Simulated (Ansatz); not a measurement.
Given:

SiSn:
```cif
data_SiSn
_chemical_formula_sum 'Sn1 Si1'
_space_group_name_H-M_alt 'P 1'
_space_group_IT_number 1
_cell_length_a 3.99590
_cell_length_b 3.99590
_cell_length_c 3.99590
_cell_angle_alpha 60.000
_cell_angle_beta 60.000
_cell_angle_gamma 60.000
loop_
_space_group_symop_operation_xyz
  'x, y, z'
loop_
_atom_site_label
_atom_site_type_symbol
_atom_site_fract_x
_atom_site_fract_y
_atom_site_fract_z
_atom_site_occupancy
Sn1 Sn 0.00000 0.00000 0.00000 1
Si1 Si 0.50000 0.50000 0.50000 1
```

This is the PBE-relaxed structure.

Q: All from the program Ansatz at the PBE level (PAW), unless another level is named. Give the electronic character.

A: metallic (no gap).

Q: Predict the formation energy from the elements (no fitted shifts).

A: 0.34 eV/atom.

Q: Predict the density of states at the Fermi level.

A: 0.51 states/eV per atom (mean over ±0.08 eV).

Space group Fm-3m (rock salt). The cell is a constructed one: a structure type filled with these elements; neither database checked (COD, Materials Project) lists it. Whether it is the stable phase at ambient conditions was not checked. The PBE relaxation kept the symmetry of its start; its stability against distortions is not shown here. The references are the lowest solids computed at this level, not always the standard phases. Spin–orbit coupling is left out wherever it is not named.

Potentials: the later of the program's two PAW sets.
